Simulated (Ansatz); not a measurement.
Input:

SrO:
```xyz
2
Lattice="0.0000 2.5323 2.5323 2.5323 0.0000 2.5323 2.5323 2.5323 0.0000" Properties=species:S:1:pos:R:3 pbc="T T T"
Sr     2.5323     2.5323     2.5323
O      0.0000     0.0000     0.0000
```

This is the LDA-relaxed structure.

All from plane-wave PAW LDA (Ansatz code), unless another level is named. Estimate the Poisson's ratio.

0.25.

Next, the highest zone-centre frequency (without LO–TO term)?

6.47 THz.

Space group Fm-3m (rock salt). Symmetry was held in the LDA relaxation.

Potentials: the earlier of the program's two PAW sets. The files were generated under PBE; for other functionals the program regenerates the frozen cores, and for LDA and PBEsol the local potential too.
